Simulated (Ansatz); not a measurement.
YSc: two-dimensional strain map

Level of theory: DFT r2SCAN, scalar-relativistic, plane waves, PAW (Ansatz). Cutoff 500 eV, Γ-centred 15×15×10 k-points, Gaussian smearing of 0.15 eV. No spin polarisation. Energies are free energies at this smearing, counted from the undisturbed cell; pressure is positive in compression.

Zero of the scan (as given, not relaxed at this level; it stands at 0.2 GPa, and it needn't be the usual structure):

```xyz
2
Lattice="3.5202 0.0000 0.0000 -1.7601 3.0486 0.0000 0.0000 0.0000 5.4041" Properties=species:S:1:pos:R:3 pbc="T T T"
Y    -1.7601    3.0486    0.0000
Sc    0.0000    2.0324    2.7021
```

The cell is strained by p along both x and y and by q along z, fractional coordinates fixed. Points are written (p, q).

Energy above the undisturbed cell in meV/atom (a dash: not computed):

```
 p \ q  -0.030  0.000  0.030
-0.030       ?   20.1   16.1
 0.000    10.2    0.0    3.9
 0.030       ?   17.7   28.5
```

Question: Fill in the withheld energies.

Answer: (-0.030, -0.030): 38.7; (0.030, -0.030): 20.5.